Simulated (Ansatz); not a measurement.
ZnSe (zinc blende)

```
ZnSe
1.0
    0.00000     2.81686     2.81686
    2.81686     0.00000     2.81686
    2.81686     2.81686     0.00000
Se Zn
1 1
Cartesian
  4.22529   4.22529   4.22529
  0.00000   0.00000   0.00000
```

The slice is a {111} plane (indices of the conventional cell) through the point (0.000, 0.000, 0.000) (fractional), spanned by u = [100] and v = [-1 2 0] in vectors of this cell: u (3.98 Å) and v (6.90 Å, at 90° to u). It covers one period; positions are fractions (u, v).

Calculation: PBEsol (plane waves to 420 eV, PAW, scalar-relativistic; Ansatz, a program for electronic structure). k mesh 10×10×10. Near the nuclei the fields are pseudised (PAW); where an atom keeps semicore shells as valence, they peak there. The PAW data are Ansatz's earlier set. ZnSe was relaxed with its symmetry unable to fall.

### Question
Predict the map of the valence electron density on the slice.

### Answer
```
|99886644333333333333333333446688|
|66665544333333333333333333445566|
|44444433333344444444443333334444|
|33333333333344444444443333333333|
|22222222333344444444443333222222|
|11111122333344444444443333221111|
|00001111223333444444333322111100|
|00000011222233333333332222110000|
|00000011222233333333332222110000|
|00000011222233333333332222110000|
|00001111223333444444333322111100|
|11111122223355666666553322221111|
|11112222334466889988664433222211|
|22222222334466999999664433222222|
|33333333334466889988664433333333|
|33333333334455666666554433333333|
|44444433333344444444443333334444|
|44444433333333333333333333334444|
|44444433332222222222222233334444|
|44444433332211111111112233334444|
|44443333221111000000111122333344|
|33333322221100000000001122223333|
|33333322221100000000001122223333|
|33333322221100000000001122223333|
|44443333221111000000111122333344|
|66665533222211111111112222335566|
|99886644332222111111222233446688|
|99996644332222222222222233446699|
```
Scale: ten equal steps from -1.66 (start of '0') to 1.67 (end of '9'), in the order '0123456789'. Values: log₁₀ of the valence density in e/Å³. The map has 16 points along u (two characters each, u = 0 at the left) and 28 along v (v = 0 in the bottom row). The scale is logarithmic, as a density can span decades between atoms and voids.
